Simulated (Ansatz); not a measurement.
Mg in space group Fd-3m (No. 227; Mg on 8a, Mg on 16d) at seven volumes, the program Ansatz at the PBE level (PAW), scaled uniformly. One row is withheld.

```json
[
 {"V (Å³/atom)": "21.656", "P (GPa)": "3.88"},
 {"V (Å³/atom)": "22.370", "P (GPa)": "?"},
 {"V (Å³/atom)": "23.084", "P (GPa)": "1.10"},
 {"V (Å³/atom)": "23.798", "P (GPa)": "0.00"},
 {"V (Å³/atom)": "24.512", "P (GPa)": "-0.95"},
 {"V (Å³/atom)": "25.226", "P (GPa)": "-1.76"},
 {"V (Å³/atom)": "25.940", "P (GPa)": "-2.46"}
]
```

Q: Fit the shown pressures and predict the withheld one.

A: Third-order Birch–Murnaghan: P = (3/2)B₀(x^(7/2) − x^(5/2))[1 + (3/4)(B′ − 4)(x − 1)] with x = (V₀/V)^(2/3). Least squares on the six rows gives V₀ = 23.797 Å³/atom, B₀ = 33.98 GPa, B′ = 4.06. At V = 22.370, x = 1.0421 and P = 2.38 GPa. The run itself gave 2.39 GPa.

The start of the workflow was typed in or built on a structure type; neither database checked (COD, Materials Project) lists it. It is not the phase usual at ambient conditions (space group No. 194). Symmetry was held in the PBE relaxation; whether a distortion lowers the energy is not shown.

Potentials: the later of the program's two PAW sets.
